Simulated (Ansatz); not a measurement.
Values for one crystal, relaxed and computed with DFT-PBE in the program Ansatz with PAW potentials; other levels are named.

```yaml
volume_per_atom: 16.91 Å³
electronic_character: metallic (no gap)
Pressure derivative B′: 4.8
Density of states at the Fermi level: 0.38 states/eV per atom (mean over ±0.08 eV)
Bulk modulus (Birch–Murnaghan fit): 72.6 GPa
```

Task: Which of these materials gives this?
A. Cr, bcc (W type)
B. Al, A15 (β-W type)
C. Hf, β-Sn type
D. Y, bcc (W type)

Result: B, Al, A15 (β-W type)

Space group Pm-3n (A15 (β-W type)). The start of the workflow was typed in or built on a structure type; neither database checked (COD, Materials Project) lists it. It is not the phase usual at ambient conditions (space group No. 225). The PBE relaxation kept the symmetry of its start; its stability against distortions is not shown here.

Potentials: the later of the program's two PAW sets.
